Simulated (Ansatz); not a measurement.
# Sc₃SnB squeezed and stretched

A database entry relaxed whole under r2SCAN (Pm-3m):

```xyz
5
Lattice="4.6492 0.0000 0.0000 0.0000 4.6492 0.0000 0.0000 0.0000 4.6492" Properties=species:S:1:pos:R:3 pbc="T T T"
Sc    0.0000    2.3246    2.3246
Sc    2.3246    0.0000    2.3246
Sc    2.3246    2.3246    0.0000
Sn    0.0000    0.0000    0.0000
B     2.3246    2.3246    2.3246
```

The cell was scaled uniformly, its shape held, and the atoms relaxed at each volume with plane-wave PAW DFT (Ansatz 0.2.0; r2SCAN, 500 eV, 7×7×7 Γ-centred mesh, fermi-dirac occupations of width 0.100 eV; no spin, no spin-orbit coupling). One row is withheld.

| volume (Å³/atom) | energy over the lowest (meV/atom) | pressure (GPa) |
| --- | --- | --- |
| 18.893 | 21.9 | 6.12 |
| 19.295 | 9.4 | 3.89 |
| 19.697 | ? | ? |
| 20.099 | 0.0 | 0.01 |
| 20.501 | 2.1 | -1.66 |
| 20.903 | 8.3 | -3.18 |
| 21.305 | 18.0 | -4.56 |

Problem. Fit the pressures of the other rows to the third-order Birch-Murnaghan form.

Solution. With f = [(V₀/V)^(2/3) − 1]/2 and P = 3B₀f(1 + 2f)^(5/2)[1 + 3(B₀′ − 4)f/2], least squares gives V₀ = 20.10 Å³ an atom, B₀ = 87.7 GPa and B₀′ = 3.9; the rows miss the fit by less than 0.01 GPa. The slope of the energies differs from these pressures by less than 0.05 GPa.

Problem. What does the withheld row hold?

Solution. The fit gives 1.85 GPa at 19.697 Å³; the run gave 1.85 GPa and 2.3 meV an atom.

Caveats: the shape of the cell was held; 0 K, fixed nuclei; the symmetry was kept, and this need not be the phase that is stable at 0 K; one mesh for all volumes; the relaxed cell lies far from the entry, by an error of the functional or of the entry; pressure is positive in compression.
